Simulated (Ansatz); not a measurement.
Relaxed MgH2 (rutile):

```yaml
crystal:
  lattice:
    - [9.03458, 0.00000, 0.00000]
    - [0.00000, 4.51729, 0.00000]
    - [0.00000, 0.00000, 3.01286]
  atoms:
    - { symbol: Mg, position: [0.00000, 0.00000, 0.00000] }
    - { symbol: Mg, position: [0.50000, 0.00000, 0.00000] }
    - { symbol: Mg, position: [0.25000, 0.50000, 0.50000] }
    - { symbol: Mg, position: [0.75000, 0.50000, 0.50000] }
    - { symbol: H, position: [0.15220, 0.30441, 0.00000] }
    - { symbol: H, position: [0.65220, 0.30441, 0.00000] }
    - { symbol: H, position: [0.40220, 0.19559, 0.50000] }
    - { symbol: H, position: [0.90220, 0.19559, 0.50000] }
    - { symbol: H, position: [0.09780, 0.80441, 0.50000] }
    - { symbol: H, position: [0.59780, 0.80441, 0.50000] }
    - { symbol: H, position: [0.34780, 0.69559, 0.00000] }
    - { symbol: H, position: [0.84780, 0.69559, 0.00000] }
```

The atoms are displaced by Q × the pattern below (from a DFPT mode at X = (0.5, 0.0, 0.0), largest move 1; Q in Å), at fixed cell. It is one choice among 2 degenerate patterns. (q is in reciprocal vectors of the primitive cell; the cell shown is doubled to hold the pattern.)

| atom | x | y | z |
|---|---|---|---|
| Mg1 | -0.004 | -0.024 | 0.000 |
| Mg2 | 0.004 | 0.024 | 0.000 |
| Mg3 | -0.012 | 0.072 | 0.000 |
| Mg4 | 0.012 | -0.072 | 0.000 |
| H5 | 0.239 | -0.311 | 0.000 |
| H6 | -0.239 | 0.311 | 0.000 |
| H7 | -0.651 | -0.759 | 0.000 |
| H8 | 0.651 | 0.759 | 0.000 |
| H9 | -0.384 | -0.429 | 0.000 |
| H10 | 0.384 | 0.429 | 0.000 |
| H11 | 0.577 | -0.699 | 0.000 |
| H12 | -0.577 | 0.699 | 0.000 |

Calculation: PBE (plane waves to 420 eV, PAW, scalar-relativistic; Ansatz, a first-principles code). k mesh 4×7×11 (Γ-centred), Fermi-Dirac smearing 0.05 eV. The energy includes the smearing's −TS. MgH2 was relaxed with its symmetry unable to fall. ΔE is measured from the undisplaced structure.

| Q (Å) | ΔE (meV/cell) |
|---|---|
| -0.180 | 69.3 |
| -0.150 | 48.0 |
| -0.120 | 30.6 |
| -0.090 | 17.2 |
| -0.060 | withheld |
| -0.030 | 1.9 |
| 0.000 | 0.0 |
| 0.030 | 1.9 |
| 0.060 | withheld |
| 0.090 | 17.2 |
| 0.120 | 30.6 |
| 0.150 | 48.0 |
| 0.180 | 69.3 |

### Question
Fit an even polynomial form (powers 2, 4) to the given rows and predict ΔE at Q = -0.060.

### Answer
Least squares on the 11 given rows: ΔE = (2117)·Q² + (685.0)·Q⁴, in meV/cell with Q in Å; root-mean-square residual 0.02 meV/cell. At -0.060 the fit gives 7.6 meV/cell; the calculation gives 7.6 meV/cell, the same to the digits shown. The quadratic term alone would give 7.6 meV/cell.

(For displaced atoms, the force is minus the slope of the energy, and its curvature is a force constant, which sets phonon frequencies.)
